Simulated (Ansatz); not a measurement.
**What a change of settings does: Ni (fcc type)**

First run: DFT, PBEsol, PAW with Ansatz's default frozen-core files, scalar-relativistic (Ansatz 0.2.0).

Command: `ansatz run input.yaml --threads 1 --pin off --max-ram 3072MiB --backend cpu --events-out ev --progress --plain --runs-dir out` It took 7.3 s on 1 thread of AMD EPYC 7R43 64-Core Processor (Zen 3), with other jobs on the host, peak memory 0.4 GiB.

```yaml
crystal:
  lattice:
    - [0.0, 1.7316111335, 1.7316111335]
    - [1.7316111335, 0.0, 1.7316111335]
    - [1.7316111335, 1.7316111335, 0.0]
  atoms:
    - { symbol: Ni, position: [0.0, 0.0, 0.0], spin: 1.0 }
magnetization:
  spin_polarized: true
kpoints:
  mp_grid: { grid: [20, 20, 20] }
  band_path:
    path:
      - [0.0, 0.0, 0.0]
      - [0.5, 0.0, 0.5]
      - [0.625, 0.25, 0.625]
      - [0.375, 0.375, 0.75]
      - [0.0, 0.0, 0.0]
      - [0.5, 0.5, 0.5]
      - [0.5, 0.25, 0.75]
      - [0.5, 0.0, 0.5]
    npoints: 8
scf:
  occupations: { method: fermi_dirac, width: 0.05 }
hamiltonian:
  xc: pbesol
  pseudopotentials: { kind: paw }
output:
  forces: true
  stress: true
  eigenvalues: true
  populations: true
  dos: { projected: true, de: 0.2, e_range: [-14, 8] }
  write_density: true
  write_potential: true
  elf: true
  volumetric_format: npy
```

The base cell comes from a relaxation on PAW files under the same functional.

This run: the series' base cell.

It converges in 11 SCF iterations at a pressure of 0.03 GPa, cell moment 0.63 μB, cutoff 420 eV.

The input is then changed:

```diff
   occupations: { method: fermi_dirac, width: 0.05 }
+  mixing: { algorithm: anderson, beta: 0.95, ndim: 1, preconditioner: none }
+  max_iter: 80
 hamiltonian:
   populations: true
-  dos: { projected: true, de: 0.2, e_range: [-14, 8] }
-  write_density: true
-  write_potential: true
-  elf: true
-  volumetric_format: npy
```

Task: Does this change harm the result?

Result: Not here: the run converges in 50 SCF iterations at a pressure of 0.03 GPa, cell moment 0.63 μB, cutoff 420 eV, free energy 0.0 meV/atom against the first run's, and its energy lies within 1 meV/atom of the first run's.
